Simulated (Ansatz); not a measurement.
La:
```
La
1.0
    0.00000     3.32663     3.32663
    3.32663     0.00000     3.32663
    3.32663     3.32663     0.00000
La
2
Direct
  0.00000   0.00000   0.00000
  0.25000   0.25000   0.25000
```

Relaxed with r²SCAN. Special points in fractions of this cell's reciprocal vectors: Γ (0.000, 0.000, 0.000); X (0.500, 0.000, 0.500); U (0.625, 0.250, 0.625); K (0.375, 0.375, 0.750); L (0.500, 0.500, 0.500); W (0.500, 0.250, 0.750).

Q: List the band energies nearest the Fermi level at these points for DFT-r²SCAN with spin–orbit coupling in the program Ansatz with PAW potentials.

A: In eV from the Fermi level; about four levels below and three above (degenerate sets whole), none deeper than 8.9 eV; points with the same levels are listed once.

```tsv
k	below	above
Γ	-0.90 -0.90 -0.90 -0.90	0.94 0.94 0.95 0.95 0.95 0.95
X	-0.10 -0.10 -0.10 -0.10	0.80 0.80 0.80 0.80
U	-1.54 -1.54 -0.72 -0.72	0.75 0.75 1.02 1.02
L	-0.75 -0.75 -0.74 -0.74 -0.19 -0.19	0.05 0.05 0.09 0.09
W	-2.11 -2.11 -2.04 -2.04	0.06 0.06 0.06 0.06
```

Space group Fd-3m (diamond). The start of the workflow was typed in or built on a structure type; neither database checked (COD, Materials Project) lists it. It is not the phase usual at ambient conditions (space group No. 194). The cell was relaxed with r²SCAN under the symmetry of its start. At this level the phase is mechanically unstable. The volume moved by -38 % from the start of the relaxation.

Potentials: the earlier of the program's two PAW sets.
